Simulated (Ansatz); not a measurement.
MoS₂:
```xyz
3
Lattice="1.5632 0.9025 5.9911 -1.5632 0.9025 5.9911 0.0000 -1.8050 5.9911" Properties=species:S:1:pos:R:3 pbc="T T T"
Mo     0.0000     0.0000    17.9689
S      0.0000     0.0000     7.5394
S      0.0000     0.0000     4.4355
```

x, y and z are the axes in which the lattice vectors are written.

Give the high-frequency dielectric tensor and the Born effective charge tensors of the independent atoms from DFPT, the program Ansatz at the LDA level (PAW).


ε∞:
```
15.7  0.00  0.00
0.00  15.7  0.00
0.00  0.00  7.75
```
Z* of atom 1 (Mo), rows: field, columns: displacement, in e:
```
-1.12   0.00   0.00
 0.00  -1.12   0.00
 0.00   0.00  -0.91
```
Z* of atom 2 (S), rows: field, columns: displacement, in e:
```
0.55  0.00  0.00
0.00  0.55  0.00
0.00  0.00  0.39
```
Z* of atom 3 (S), rows: field, columns: displacement, in e:
```
0.57  0.00  0.00
0.00  0.57  0.00
0.00  0.00  0.52
```

Space group R3m. Symmetry was held in the LDA relaxation. The run is not spin-polarised. A crystal of weakly bound layers computed without a dispersion correction: the cell and the soft elastic constants depend strongly on that. Scalar-relativistic: spin–orbit coupling is off unless named, which matters more the heavier the elements.

Potentials: the earlier of the program's two PAW sets. The files were generated under PBE; for other functionals the program regenerates the frozen cores, and for LDA and PBEsol the local potential too.
